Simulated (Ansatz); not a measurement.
Take a crystal in which Au has been replaced by Re on all its sites, with the cell rescaled by a rough guess (in some cases also distorted within its space group) and nothing relaxed:

```xyz
1
Lattice="-1.8439 1.8439 1.8439 1.8439 -1.8439 1.8439 1.8439 1.8439 -1.8439" Properties=species:S:1:pos:R:3 pbc="T T T"
Re    0.0000    0.0000    0.0000
```

The calculation used DFT PBEsol, scalar-relativistic, plane waves, PAW in Ansatz 0.2.0.

Settings: cutoff 420 eV, Γ-centred mesh 16×16×16 on the computed 1-atom cell, Gaussian smearing of 0.10 eV; no spin polarisation.

What pressure does the cell carry?

The pressure is -57.3 GPa (positive in compression), so the cell would contract.

Is it a metal on this mesh?

Yes, a band crosses the Fermi level.

Spin-orbit coupling is left out, which matters for the bands of heavy elements.

This bcc form isn't the element's structure at ambient conditions.